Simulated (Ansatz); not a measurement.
SnSe:
```yaml
crystal:
  lattice:
    - [11.68751, 0.00000, 0.00000]
    - [0.00000, 4.12554, 0.00000]
    - [0.00000, 0.00000, 4.69443]
  atoms:
    - { symbol: Sn, position: [0.62020, 0.75000, 0.37586] }
    - { symbol: Sn, position: [0.37980, 0.25000, 0.62414] }
    - { symbol: Sn, position: [0.87980, 0.25000, 0.87586] }
    - { symbol: Sn, position: [0.12020, 0.75000, 0.12414] }
    - { symbol: Se, position: [0.14797, 0.25000, 0.51177] }
    - { symbol: Se, position: [0.85203, 0.75000, 0.48823] }
    - { symbol: Se, position: [0.35203, 0.75000, 0.01177] }
    - { symbol: Se, position: [0.64797, 0.25000, 0.98823] }
```

Relaxed with r²SCAN. Special points in fractions of this cell's reciprocal vectors: Γ (0.000, 0.000, 0.000); X (0.500, 0.000, 0.000); S (0.500, 0.500, 0.000); Y (0.000, 0.500, 0.000); Z (0.000, 0.000, 0.500); U (0.500, 0.000, 0.500); R (0.500, 0.500, 0.500); T (0.000, 0.500, 0.500).

**Question.** List the band energies nearest the valence-band maximum at these points for r²SCAN (plane waves, PAW; program Ansatz).

**Answer.** In eV from the valence-band maximum; about four levels below and three above (degenerate sets whole), none deeper than 8.9 eV; points with the same levels are listed once.

```
k                    below                above
-  -----------------------  -------------------
Γ  -1.53 -0.91 -0.75 -0.25       1.23 2.98 3.05
X  -1.75 -1.75 -0.45 -0.45  2.72 2.72 2.86 2.86
S  -1.19 -1.19 -1.19 -1.19  1.78 1.78 1.78 1.78
Y  -1.10 -1.10 -0.96 -0.96  1.53 1.53 1.55 1.55
Z  -0.80 -0.80 -0.09 -0.09  1.65 1.65 2.15 2.15
U  -0.56 -0.56 -0.12 -0.12  1.67 1.67 2.17 2.17
R  -1.40 -1.40 -1.40 -1.40  2.86 2.86 2.86 2.86
T  -2.08 -2.08 -1.24 -1.24  2.98 2.98 3.24 3.24
```

Space group Pnma. The r²SCAN relaxation kept the symmetry of its start. A crystal of weakly bound layers computed without a dispersion correction: the cell and the soft elastic constants depend strongly on that. Scalar-relativistic: spin–orbit coupling is off unless named, which matters more the heavier the elements.

Potentials: the earlier of the program's two PAW sets.
